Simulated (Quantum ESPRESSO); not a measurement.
## SiAsF3O3 (finding a planted mistake in a log)

A calculation, not a measurement. The program is pw.x of Quantum ESPRESSO 7.5 (plane-wave density functional theory). The cell is made up: 8 atoms on a quartz lattice with one site empty, with randomly drawn elements, strain and displacements, not relaxed. PseudoDojo standard norm-conserving files (v0.5 for PBE, v0.4.1 for LDA and PBEsol) set the functional; there is no spin polarisation, spin-orbit coupling or dispersion term, and the masses in the input are unused placeholders.

Intended input:

```
&control calculation='scf', pseudo_dir='./dojo.nc.sr.pbe.v0_5.standard.upf', outdir='./o', disk_io='medium', tprnfor=.true., tstress=.true. /
&system ibrav=0, nat=8, ntyp=4, nbnd=35, ecutwfc=84.00895049, nosym=.true., tot_charge=0,
 occupations='smearing', smearing='fd', degauss=0.0018374661
/
&electrons conv_thr=7.350e-09, electron_maxstep=60, /
ATOMIC_SPECIES
As 1.0 As.upf
F 1.0 F.upf
O 1.0 O.upf
Si 1.0 Si.upf
CELL_PARAMETERS angstrom
5.077 0.0 0.0
-2.5385 4.3968 0.0
0.0 0.0 5.6033
ATOMIC_POSITIONS angstrom
Si 2.3489 -0.0136 3.6396
As -1.1561 2.0216 1.9745
F 1.3713 1.192 4.2326
O 3.3092 0.7579 2.6146
F 2.9851 2.5546 0.7811
F 0.2584 1.9201 1.1367
O -1.0811 3.2522 3.043
O 0.8477 3.6983 4.8616
K_POINTS automatic
5 5 4 1 1 1
```

The log is shortened where brackets say so; the opening notice, blank lines, dates and the lines on written files are dropped, and the path of the files is cut. It prints rydbergs, bohrs and kilobars, and counts compression as positive stress. Where no state is partly filled, the Fermi energy that it prints is only some level between the filled and the empty states on the mesh, and need not lie in the true gap.

Log of the intended run:

```
     Program PWSCF v.7.5
     Parallel version (MPI & OpenMP), running on       1 processor cores
     Number of MPI processes:                 1
     Threads/MPI process:                     1
     [start-up lines left out]
     bravais-lattice index     =            0
     lattice parameter (alat)  =       9.5941  a.u.
     unit-cell volume          =     844.0814 (a.u.)^3
     number of atoms/cell      =            8
     number of atomic types    =            4
     number of electrons       =        58.00
     number of Kohn-Sham states=           35
     kinetic-energy cutoff     =      84.0090  Ry
     charge density cutoff     =     336.0358  Ry
     scf convergence threshold =      7.3E-09
     mixing beta               =       0.7000
     number of iterations used =            8  plain     mixing
     Exchange-correlation= PBE
                           (   1   4   3   4   0   0   0)
     [axes and pseudopotential details left out]
   Cartesian axes
     site n.     atom                  positions (alat units)
         1        Si     tau(   1) = (   0.4626551  -0.0026787   0.7168800  )
         2        As     tau(   2) = (  -0.2277132   0.3981879   0.3889108  )
         3        F      tau(   3) = (   0.2701005   0.2347843   0.8336813  )
         4        O      tau(   4) = (   0.6518022   0.1492811   0.5149892  )
         5        F      tau(   5) = (   0.5879653   0.5031712   0.1538507  )
         6        F      tau(   6) = (   0.0508962   0.3781958   0.2238921  )
         7        O      tau(   7) = (  -0.2129407   0.6405751   0.5993697  )
         8        O      tau(   8) = (   0.1669687   0.7284420   0.9575734  )
     number of k points=    50  Fermi-Dirac smearing, width (Ry)=  0.0018
                       cart. coord. in units 2pi/alat
        k(    1) = (   0.1000000   0.1732055   0.1132592), wk =   0.0400000
        k(    2) = (   0.1000000   0.1732055   0.3397775), wk =   0.0400000
     [further k points left out]
     Dense  grid:    87775 G-vectors     FFT dimensions: (  60,  60,  64)
     Estimated max dynamical RAM per process >     114.92 MB
     Initial potential from superposition of free atoms
     starting charge      57.9991, renormalised to      58.0000
     Starting wfcs are   37 randomized atomic wfcs
     total cpu time spent up to now is       15.1 secs
     per-process dynamical memory:    85.0 Mb
     Self-consistent Calculation
     iteration #  1     ecut=    84.01 Ry     beta= 0.70
     Davidson diagonalization with overlap
     ethr =  1.00E-02,  avg # of iterations =  3.0
     total cpu time spent up to now is       59.5 secs
     total energy              =    -466.71194564 Ry
     estimated scf accuracy    <       2.16064775 Ry
     iteration #  2     ecut=    84.01 Ry     beta= 0.70
     Davidson diagonalization with overlap
     ethr =  3.73E-03,  avg # of iterations =  4.0
     total cpu time spent up to now is      105.9 secs
     total energy              =    -465.69976273 Ry
     estimated scf accuracy    <       9.17364174 Ry
     [iterations 3 to 12 left out]
     iteration # 13     ecut=    84.01 Ry     beta= 0.70
     Davidson diagonalization with overlap
     ethr =  1.98E-09,  avg # of iterations =  2.0
     total cpu time spent up to now is      437.8 secs
     total energy              =    -467.68901446 Ry
     estimated scf accuracy    <       0.00000004 Ry
     iteration # 14     ecut=    84.01 Ry     beta= 0.70
     Davidson diagonalization with overlap
     ethr =  7.62E-11,  avg # of iterations =  3.9
     total cpu time spent up to now is      475.4 secs
     End of self-consistent calculation
     [lines on levels left out]
     the Fermi energy is     4.0055 ev
!    total energy              =    -467.68901447 Ry
     estimated scf accuracy    <          3.0E-09 Ry
     smearing contrib. (-TS)   =      -0.00000001 Ry
     internal energy E=F+TS    =    -467.68901445 Ry
     The total energy is F=E-TS. E is the sum of the following terms:
     one-electron contribution =    -358.74786898 Ry
     hartree contribution      =     203.57464276 Ry
     xc contribution           =    -109.32054239 Ry
     ewald contribution        =    -203.19524585 Ry
     convergence has been achieved in  14 iterations
     Forces acting on atoms (cartesian axes, Ry/au):
     atom    1 type  4   force =     0.14431004    0.00442578    0.39226349
     atom    2 type  1   force =     0.09561967    0.12608418   -0.08065035
     atom    3 type  2   force =     0.02260884   -0.05952503   -0.05908419
     atom    4 type  3   force =    -0.03188316   -0.15909392    0.00203232
     atom    5 type  2   force =    -0.08404755    0.04144168   -0.09170376
     atom    6 type  2   force =     0.05719153   -0.02980152   -0.00175086
     atom    7 type  3   force =    -0.08497628   -0.02198830   -0.02574641
     atom    8 type  3   force =    -0.11882309    0.09845712   -0.13536024
     Total force =     0.558563     Total SCF correction =     0.000151
     Computing stress (Cartesian axis) and pressure
          total   stress  (Ry/bohr**3)                   (kbar)     P=      100.74
   0.00053817   0.00070896  -0.00023700           79.17      104.29      -34.86
   0.00070896   0.00109011  -0.00009880          104.29      160.36      -14.53
  -0.00023700  -0.00009880   0.00042611          -34.86      -14.53       62.68
     init_run     :     14.63s CPU     14.95s WALL (       1 calls)
     electrons    :    439.70s CPU    460.36s WALL (       1 calls)
     forces       :      7.42s CPU      7.55s WALL (       1 calls)
     stress       :     25.74s CPU     25.86s WALL (       1 calls)
     [timing details left out]
     PWSCF        :   8m 7.82s CPU   8m29.39s WALL
     JOB DONE.
```

A second run was made from an input with one planted mistake. Its log:

```
     Program PWSCF v.7.5
     Parallel version (MPI & OpenMP), running on       1 processor cores
     Number of MPI processes:                 1
     Threads/MPI process:                     1
     [start-up lines left out]
     bravais-lattice index     =            0
     lattice parameter (alat)  =       9.5941  a.u.
     unit-cell volume          =     844.0814 (a.u.)^3
     number of atoms/cell      =            8
     number of atomic types    =            4
     number of electrons       =        58.00
     number of Kohn-Sham states=           35
     kinetic-energy cutoff     =      84.0090  Ry
     charge density cutoff     =     336.0358  Ry
     scf convergence threshold =      7.3E-09
     mixing beta               =       0.7000
     number of iterations used =            8  plain     mixing
     Exchange-correlation= SLA  PW   NOGX NOGC
                           (   1   4   0   0   0   0   0)
     [axes and pseudopotential details left out]
   Cartesian axes
     site n.     atom                  positions (alat units)
         1        Si     tau(   1) = (   0.4626551  -0.0026787   0.7168800  )
         2        As     tau(   2) = (  -0.2277132   0.3981879   0.3889108  )
         3        F      tau(   3) = (   0.2701005   0.2347843   0.8336813  )
         4        O      tau(   4) = (   0.6518022   0.1492811   0.5149892  )
         5        F      tau(   5) = (   0.5879653   0.5031712   0.1538507  )
         6        F      tau(   6) = (   0.0508962   0.3781958   0.2238921  )
         7        O      tau(   7) = (  -0.2129407   0.6405751   0.5993697  )
         8        O      tau(   8) = (   0.1669687   0.7284420   0.9575734  )
     number of k points=    50  Fermi-Dirac smearing, width (Ry)=  0.0018
                       cart. coord. in units 2pi/alat
        k(    1) = (   0.1000000   0.1732055   0.1132592), wk =   0.0400000
        k(    2) = (   0.1000000   0.1732055   0.3397775), wk =   0.0400000
     [further k points left out]
     Dense  grid:    87775 G-vectors     FFT dimensions: (  60,  60,  64)
     Estimated max dynamical RAM per process >     114.92 MB
     Initial potential from superposition of free atoms
     starting charge      57.9992, renormalised to      58.0000
     Starting wfcs are   37 randomized atomic wfcs
     total cpu time spent up to now is       15.9 secs
     per-process dynamical memory:    67.5 Mb
     Self-consistent Calculation
     iteration #  1     ecut=    84.01 Ry     beta= 0.70
     Davidson diagonalization with overlap
     ethr =  1.00E-02,  avg # of iterations =  3.0
     total cpu time spent up to now is       59.9 secs
     total energy              =    -465.95045211 Ry
     estimated scf accuracy    <       2.10022920 Ry
     iteration #  2     ecut=    84.01 Ry     beta= 0.70
     Davidson diagonalization with overlap
     ethr =  3.62E-03,  avg # of iterations =  4.1
     total cpu time spent up to now is       89.1 secs
     total energy              =    -464.92549737 Ry
     estimated scf accuracy    <       9.39391900 Ry
     [iterations 3 to 13 left out]
     iteration # 14     ecut=    84.01 Ry     beta= 0.70
     Davidson diagonalization with overlap
     ethr =  1.66E-10,  avg # of iterations =  2.7
     total cpu time spent up to now is      428.9 secs
     total energy              =    -466.92064118 Ry
     estimated scf accuracy    <       0.00000001 Ry
     iteration # 15     ecut=    84.01 Ry     beta= 0.70
     Davidson diagonalization with overlap
     ethr =  1.92E-11,  avg # of iterations =  3.6
     total cpu time spent up to now is      464.9 secs
     End of self-consistent calculation
     [lines on levels left out]
     the Fermi energy is     3.5416 ev
!    total energy              =    -466.92064119 Ry
     estimated scf accuracy    <          1.3E-09 Ry
     smearing contrib. (-TS)   =      -0.00000004 Ry
     internal energy E=F+TS    =    -466.92064114 Ry
     The total energy is F=E-TS. E is the sum of the following terms:
     one-electron contribution =    -359.26957325 Ry
     hartree contribution      =     202.74246313 Ry
     xc contribution           =    -107.19828517 Ry
     ewald contribution        =    -203.19524585 Ry
     convergence has been achieved in  15 iterations
     Forces acting on atoms (cartesian axes, Ry/au):
     atom    1 type  4   force =     0.13761731    0.00597548    0.38029080
     atom    2 type  1   force =     0.09099722    0.12728392   -0.08562378
     atom    3 type  2   force =     0.03680814   -0.07237734   -0.06633387
     atom    4 type  3   force =    -0.03533132   -0.14253292    0.00691305
     atom    5 type  2   force =    -0.06532384    0.02937443   -0.06676283
     atom    6 type  2   force =     0.03202678   -0.02357752    0.00979563
     atom    7 type  3   force =    -0.06857899   -0.02281279   -0.03262308
     atom    8 type  3   force =    -0.12821529    0.09866673   -0.14565593
     Total force =     0.541254     Total SCF correction =     0.000085
     Computing stress (Cartesian axis) and pressure
          total   stress  (Ry/bohr**3)                   (kbar)     P=       38.02
   0.00012316   0.00068027  -0.00022370           18.12      100.07      -32.91
   0.00068027   0.00063945  -0.00008224          100.07       94.07      -12.10
  -0.00022370  -0.00008224   0.00001282          -32.91      -12.10        1.89
     init_run     :     14.66s CPU     15.75s WALL (       1 calls)
     electrons    :    425.89s CPU    449.03s WALL (       1 calls)
     forces       :      6.04s CPU      6.14s WALL (       1 calls)
     stress       :     23.20s CPU     23.32s WALL (       1 calls)
     [timing details left out]
     PWSCF        :   7m50.16s CPU   8m14.93s WALL
     JOB DONE.
```

Question: what was wrong in the second input?

Answer: the files are those of another functional. The input lines that differ, file-writing options aside:

```
- &control calculation='scf', pseudo_dir='./dojo.nc.sr.pbe.v0_5.standard.upf', outdir='./o', disk_io='medium', tprnfor=.true., tstress=.true. /
+ &control calculation='scf', pseudo_dir='./dojo.nc.sr.lda.v0_4_1.standard.upf', outdir='./o', disk_io='medium', tprnfor=.true., tstress=.true. /
```

```
                                            intended run  run with the mistake
                          free energy (eV)     -6363.233             -6352.779
                    smearing term -TS (eV)        0.0000                0.0000
                            pressure (GPa)         10.07                  3.80
            largest force component (eV/Å)        10.085                 9.778
largest change of a force component (eV/Å)                               0.647
                                iterations            14                    15
```

For scale, a rerun of the intended cell at 1437 eV and a 7 x 7 x 6 mesh moved values by no more than 0.004 eV in energy, 0.02 GPa in stress and 0.002 eV/Å in force. Files of another functional have another zero of energy, so the energy change says nothing on stability.